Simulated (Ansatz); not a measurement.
Pd (fcc, Cu type)

```
CELL_PARAMETERS angstrom
      0.00000     1.93777     1.93777
      1.93777     0.00000     1.93777
      1.93777     1.93777     0.00000
ATOMIC_POSITIONS crystal
  Pd 0.00000 0.00000 0.00000
```

The slice is a {110} plane (indices of the conventional cell) through the point (0.000, 0.000, 0.000) (fractional), spanned by u = [100] and v = [1 -1 -1] in vectors of this cell: u (2.74 Å) and v (3.88 Å, at 90° to u). It covers one period; positions are fractions (u, v).

All values below come from PBEsol (plane waves to 420 eV, PAW, scalar-relativistic; Ansatz, an electronic-structure program). k mesh 21×21×21. Inside the PAW spheres the values are not all-electron values, and peaks at nuclei hang on which shells count as valence. Pd is run without spin polarisation. Pd was relaxed with its symmetry unable to fall. The PAW data are Ansatz's earlier set.

What is the ELF at the midpoint of the shortest Pd–Pd line in this plane (2.74 Å)?

0.21.

What is the valence density on the shortest Pd–Pd line in this plane (2.74 Å), at its midpoint?

0.31 e/Å³.

Predict the map of the electron localisation function (ELF) on the slice.


| v \ u | 0.00 | 0.14 | 0.29 | 0.43 | 0.57 | 0.71 | 0.86 |
|---|---|---|---|---|---|---|---|
| 0.90 | x | 0.39 | 0.36 | 0.20 | 0.20 | 0.36 | 0.39 |
| 0.80 | 0.46 | 0.39 | 0.22 | 0.21 | 0.21 | 0.22 | 0.39 |
| 0.70 | 0.21 | 0.19 | 0.20 | 0.22 | 0.22 | 0.20 | 0.19 |
| 0.60 | 0.17 | 0.17 | 0.20 | 0.21 | 0.21 | 0.20 | 0.17 |
| 0.50 | 0.16 | 0.16 | 0.19 | 0.20 | 0.20 | 0.19 | 0.16 |
| 0.40 | 0.17 | 0.17 | 0.20 | 0.21 | 0.21 | 0.20 | 0.17 |
| 0.30 | 0.21 | 0.19 | 0.20 | 0.22 | 0.22 | 0.20 | 0.19 |
| 0.20 | 0.46 | 0.39 | 0.22 | 0.21 | 0.21 | 0.22 | 0.39 |
| 0.10 | x | 0.39 | 0.36 | 0.20 | 0.20 | 0.36 | 0.39 |
| 0.00 | x | x | 0.42 | 0.21 | 0.21 | 0.42 | x |

Values: electron localisation function (ELF). Points within 0.5 Å of a nucleus are blanked (x), as the pseudised field means little there.
